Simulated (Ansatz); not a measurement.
## From the elastic tensor of Mg3CdTe4 to moduli and sound speeds

All numbers below come from DFT PBE, scalar-relativistic, plane waves, PAW (Ansatz). Cutoff 420 eV, 4×4×4 k-points (Γ-centred), fixed occupations. No spin polarisation.

Space group P-43m (No. 215), cubic, a = 6.536 Å. Mg is surrounded by 4 Te at 2.82 Å; around Cd lie 4 Te at 2.87 Å; around Te lie 3 Mg at 2.82 Å and 1 Cd at 2.87 Å.

The structure comes from a generated guess, relaxed at this level; another structure or a mixture of phases may lie lower. Spin–orbit coupling is left out, which matters for heavy elements.

Relaxed-ion constants (GPa, on the Cartesian axes of the calculation):
```
44.6 29.0 29.0  0.0  0.0  0.0
29.0 44.6 29.0  0.0  0.0  0.0
29.0 29.0 44.6  0.0  0.0  0.0
 0.0  0.0  0.0 17.5  0.0  0.0
 0.0  0.0  0.0  0.0 17.5  0.0
 0.0  0.0  0.0  0.0  0.0 17.5
```

Density 4.138 g/cm³; 8 atoms in 279.16 Å³.

- Bulk modulus, Voigt / Reuss / Hill: 34.2 / 34.2 / 34.2 GPa
- Shear modulus, Voigt / Reuss / Hill: 13.6 / 11.7 / 12.7 GPa
- Young's modulus: 34 GPa
- Poisson ratio: 0.335
- Pugh ratio B/G: 2.70 (over 1.75, the rule of thumb for ductile)
- Universal anisotropy index: 0.83
- Longitudinal and transverse sound speeds: 3513 and 1749 m/s
- Debye temperature from the mean sound speed: 179 K
